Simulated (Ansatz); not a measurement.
The relaxed structure here is a generated cell of TiAl: the first start was made by a random draw of sites in a space group, and the end was not matched to a known phase here, so it may be hypothetical. Known forms of TiAl include space group No. 123.

The end point of a relaxation of TiAl. Space group P3₂21 (No. 154). Computed with PBE (plane waves to 420 eV, PAW, scalar-relativistic; Ansatz, a program for electronic structure).

```cif
data_Al3Ti3
_chemical_formula_sum 'Al3 Ti3'
_space_group_name_H-M_alt 'P3221'
_space_group_IT_number 154
_space_group_name_Hall 'P 32 2"'
_cell_length_a 5.14268
_cell_length_b 5.14268
_cell_length_c 6.45778
_cell_angle_alpha 90.000
_cell_angle_beta 90.000
_cell_angle_gamma 120.000
loop_
_atom_site_label
_atom_site_type_symbol
_atom_site_symmetry_multiplicity
_atom_site_Wyckoff_symbol
_atom_site_fract_x
_atom_site_fract_y
_atom_site_fract_z
_atom_site_occupancy
Al1 Al 3 b 0.84093 0.84093 0.50000 1
Ti1 Ti 3 b 0.34918 0.34918 0.50000 1
```

Volume per atom: 24.65 Å³
Band gap: no gap (metallic)
Shortest distances: Al–Ti 2.53 Å; Al–Al 2.58 Å
k-mesh: 11×11×7

No spin polarisation in the result. A magnetic state may lie lower.

The run could not lose the symmetry of its start: the end is stationary, and may be a saddle point rather than a minimum.
